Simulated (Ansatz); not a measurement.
Relaxed CuAu (CuAu type, space group P4/mmm):

```
CuAu
1.0
    5.72117     0.00000     0.00000
    2.86058     2.86058     0.00000
    0.00000     0.00000     3.55181
Cu Au
2 2
Cartesian
  1.43029   1.43029   1.77590
  4.29088   1.43029   1.77590
  0.00000   0.00000   0.00000
  2.86058   0.00000   0.00000
```

A phonon eigenvector at M = (0.5, 0.5, 0.0) is frozen into this cell: atom i moves by Q times the vector below, so Q is the largest atomic displacement, in Å. The cell is held. (q is in reciprocal vectors of the primitive cell; the cell shown is doubled to hold the pattern.)

```json
[
 {"atom": "Cu1", "x": "0.000", "y": "0.000", "z": "1.000"},
 {"atom": "Cu2", "x": "0.000", "y": "0.000", "z": "-1.000"}
]
```

Atoms not listed stay in place.

The numbers are results of r2SCAN (plane waves to 500 eV, PAW, scalar-relativistic; Ansatz, a quantum-chemistry and plane-wave program), not measurements. k mesh 16×16×13 (Γ-centred), Fermi-Dirac smearing 0.05 eV. E stands for the smeared free energy. With partly filled bands, energies and forces of such displacements shift with the k mesh and the smearing. CuAu is run without spin polarisation. CuAu was relaxed with its symmetry unable to fall. Spin-orbit coupling is left out, though Au is heavy. ΔE is measured from the undisplaced structure. The last digit holds for this mesh only.

```csv
Q (Å),ΔE (meV/cell)
-0.180,withheld
-0.150,133.9
-0.120,85.4
-0.090,47.9
-0.060,21.3
-0.030,5.3
0.000,0.0
0.030,5.3
0.060,21.3
0.090,47.9
0.120,85.4
0.150,133.9
0.180,withheld
```

**Question.** Fit an even polynomial form (powers 2, 4) to the given rows and predict ΔE at Q = -0.180.

**Answer.** Least squares on the 11 given rows: ΔE = (5896)·Q² + (2452)·Q⁴, in meV/cell with Q in Å; root-mean-square residual 0.02 meV/cell. At -0.180 the fit gives 193.6 meV/cell; the calculation gives 193.8 meV/cell, so the extrapolation is off by -0.2 (-0.1 %). The quadratic term alone would give 191.0 meV/cell.

(A displaced cell: forces are minus the slopes of the energy, force constants its curvatures, and phonons follow from these.)
